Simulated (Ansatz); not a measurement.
A crystal relaxed with r2SCAN in Ansatz has space group I4/mcm (No. 140) and a = 8.528 Å, c = 15.548 Å.

```json
{"atom": "Xx", "site": "4a", "x": "0.5000", "y": "0.5000", "z": "0.2500"}
{"atom": "Pb", "site": "8h", "x": "0.8317", "y": "0.6683", "z": "0.0000"}
{"atom": "Br", "site": "4c", "x": "0.5000", "y": "0.5000", "z": "0.0000"}
{"atom": "Br", "site": "16l", "x": "0.1540", "y": "0.3460", "z": "0.3731"}
```

The r2SCAN gap is indirect, 3.45 eV (S₀–Γ (0.20 of the way from S₀) to M), below the direct gap of 3.65 eV at M. A second conduction valley, at Γ, lies only 24 meV higher, so their order isn't settled. HSE06 gives an indirect gap of 3.91 eV, from S₀–Γ (0.20 of the way from S₀) to M; the least direct gap is 4.18 eV at G–M (0.28 of the way from G). A second conduction valley, at Γ, lies only 26 meV higher, so their order isn't settled. With PBE the valence top lies at S₀–Γ (0.20 of the way from S₀) and the conduction bottom at M, 3.05 eV higher; the smallest vertical gap, at M, is 3.21 eV. A second conduction valley, at Γ, lies only 24 meV higher, so their order isn't settled. Meshes: r2SCAN 4×4×4, HSE06 4×4×4, PBE 4×4×4. r2SCAN's ε∞ is 4.6 along x and y, 3.5 along z.

Question: Which element is Xx?
A. H
B. Na
C. Li
D. Cs

Answer: D. Xx is Cs: CsPb2Br5 (I4/mcm) from a database structure. Cs has 10 Br at 3.75–3.89 Å; Pb has 8 Br at 2.91–3.38 Å; Br has 4 Pb at 3.17 Å and 2 Cs at 3.89 Å; Br has 3 Pb at 2.91–3.38 Å and 2 Cs at 3.75 Å.

(Simulation; spin polarisation is off.)

Spin-orbit coupling is left out; in compounds of Pb, Bi, Tl or Hg it can lower a gap by up to about 1 eV, split its edges or invert the bands.

Where an edge lies off the special points, it is a point of the mesh or the k point where a search put PBE's edge or least direct gap, reused for the other functionals, whose own edges may lie a little apart.

For a response run the program warns that the ground state's bands aren't all converged, so ε∞ carries an extra error.
